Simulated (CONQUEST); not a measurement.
A self-consistent single point of Mo (Im-3m, 2 atoms in the cell; from Materials Project mp-129, changed as shown) with CONQUEST.

All values come from this method and carry its errors: PBE, numerical atomic orbitals double-zeta with polarisation (the shipped basis), PseudoDojo norm-conserving potentials made for PBE (CONQUEST).

The change in words: lattice scaled by 0.98. Reference geometry (Im-3m):
```
CELL_PARAMETERS angstrom
      3.16762     0.00000     0.00000
      0.00000     3.16762     0.00000
      0.00000     0.00000     3.16762
ATOMIC_POSITIONS crystal
  Mo 0.00000 0.00000 0.00000
  Mo 0.50000 0.50000 0.50000
```

Reference input (self-consistent single point, DFT, PBE, numerical atomic orbitals double-zeta with polarisation (the shipped basis), PseudoDojo norm-conserving potentials made for PBE): basis = DZP; Diag.MPMeshX, Y, Z = 10 10 10; potentials = PseudoDojo norm-conserving PBE; Grid.GridCutoff = 140 Ha; DM.SolutionMethod = diagon; Diag.kT = 0.003675 Ha; Diag.GammaCentred = true; minE.SCTolerance = 1.0e-06; SC.MaxIters = 100; SC.LinearMixingFactor = 0.5; SC.KerkerPreCondition = true; SC.KerkerFactor = 0.1 1/bohr. This run's input differs from it in these lines:

```diff
@@ -31,8 +31,8 @@
 # file: coords.dat
-     5.985934267      0.000000000      0.000000000
-     0.000000000      5.985934267      0.000000000
-     0.000000000      0.000000000      5.985934267
+     5.866216337      0.000000000      0.000000000
+     0.000000000      5.866216337      0.000000000
+     0.000000000      0.000000000      5.866216337
 2
     0.000000000     0.000000000     0.000000000  1 T T T
-    2.992967133     2.992967133     2.992967133  1 T T T
+    2.933108169     2.933108169     2.933108169  1 T T T
```

Output (repeated stretches shortened):

```
    new_SC_potl: Starting.  Tolerance:  0.10000E-05

    PulayMixSC: Starting Pulay mixing, A_up =  0.500 A_dn =  0.500
    PulayMixSC: Spin non-polarised calculation.
    PulayMixSC: with Kerker preconditioning, q0 =  0.100
          Harris-Foulkes Energy            :      -140.571993883164936 Ha
          GroundState Energy (E-(1/2)TS)   :      -140.572563772077132 Ha
          Free Energy (E-TS)               :      -140.573133660989328 Ha
          DFT Total Energy                 :      -140.491638064756415 Ha
          Total number of electrons        :        28.000000000000085
   [... lines left out ...]
          Total number of electrons        :        28.000030107481376
    PulayMixSC: Pulay iteration     5 residual:              0.17120E-04
          Harris-Foulkes Energy            :      -140.524357619854811 Ha
          GroundState Energy (E-(1/2)TS)   :      -140.525042787072294 Ha
          Free Energy (E-TS)               :      -140.525727954289778 Ha
          DFT Total Energy                 :      -140.524357619389264 Ha
          Total number of electrons        :        28.000028405318506
    PulayMixSC: Pulay iteration     6 residual:              0.45047E-06
    PulayMixSC: Reached SCF tolerance of  0.45047E-06 after      6 iterations
      | Number of electrons      =        28.000028
      |* band energy as 2Tr[K.H] =       -32.010296555127127 Ha
      |  screened ion-ion energy =      -110.984487998094622 Ha
      |  Ha correction           =         1.675232013538864 Ha
      |  XC correction           =         0.795183394237211 Ha
      | GS Energy as E-(1/2)TS   =      -140.525042787072294 Ha
      | Free Energy as E-TS      =      -140.525727954289778 Ha
      |* Harris-Foulkes energy   =      -140.524357619854811 Ha
      |* DFT total energy        =      -140.524357619389264 Ha
      |  estimated accuracy      =        -0.000000000465548 Ha

    force: Forces on atoms (Ha/a0)
    force:  Atom   X              Y              Z
   [... lines left out ...]
    force: Maximum force :        0.00000001(Ha/a0) on atom         2 in z direction
   [... lines left out ...]
    force: Force Residual:        0.00000000 Ha/a0
    force: Total stress:        -19.11112688    -0.00000003     0.00000000 GPa
                             0.00000003   -19.11112688     0.00000000
                            -0.00000000     0.00000000   -19.11112688
    force: Average pressure:     19.11112688 GPa

    force: Finished force
    get_E_and_F: Change in energy during last step of electronic optimisation:  0.91308E-07
```

The run converged in 6 iterations. CONQUEST prints the stress tensor with tension positive. Against the reference run the free energy goes up by 53.0 meV/atom and the pressure goes from 0.03 to 19.11 GPa.

The program uses no crystal symmetry, so grid and mesh can part values that symmetry would make equal. The atom-centred basis is finite, which shifts total energies and pressures against plane waves. The structure comes from a collection of computed structures, made at another level of theory; the collection holds predicted forms beside known ones.

Cost on one core: roughly 4 core-minutes.
